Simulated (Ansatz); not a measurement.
Starting cell, CsSnI$_{3}$ (cubic perovskite):

```
CsSnI3
1.0
    6.27122     0.00000     0.00000
    0.00000     6.27122     0.00000
    0.00000     0.00000     6.27122
Cs Sn I
1 1 3
Direct
  0.00000   0.00000   0.00000
  0.50000   0.50000   0.50000
  0.00000   0.50000   0.50000
  0.50000   0.50000   0.00000
  0.50000   0.00000   0.50000
```

In this cell atom 5 (I, nearest neighbour Sn at 3.136 Å; its periodic images, 6.3 Å or more away, move with it) is moved by s along Cartesian x, unit vector (1.000, 0.000, 0.000); all other atoms and the cell stay fixed.

Calculation: PBE (plane waves to 420 eV, PAW, scalar-relativistic; Ansatz, a program for electronic structure). k mesh 5×5×5 (Γ-centred), Fermi-Dirac smearing 0.05 eV. Energies are smeared free energies. CsSnI3 was relaxed with its symmetry unable to fall. Spin-orbit coupling is left out, though I is heavy. The PAW data are Ansatz's earlier set. This is a high-temperature form of CsSnI3. The zero of ΔE is the undisplaced structure.

```tsv
s (Å)	ΔE (meV/cell)
-0.940	212.0
-0.752	122.5
-0.564	withheld
-0.376	26.8
-0.188	6.5
0.000	0.0
0.188	6.5
0.376	26.8
0.564	withheld
0.752	122.5
0.940	212.0
```

Task: Fit an even polynomial form (powers 2, 4, 6) to the given rows and predict ΔE at s = 0.564.

Result: Least squares on the 9 given rows: ΔE = (181.6)·s² + (54.62)·s⁴ + (12.87)·s⁶, in meV/cell with s in Å; root-mean-square residual 0.01 meV/cell. At 0.564 the fit gives 63.7 meV/cell; the calculation gives 63.6 meV/cell, so the interpolation is off by 0.1 (+0.2 %). The quadratic term alone would give 57.8 meV/cell.

(A displaced cell: forces are minus the slopes of the energy, force constants its curvatures, and phonons follow from these.)
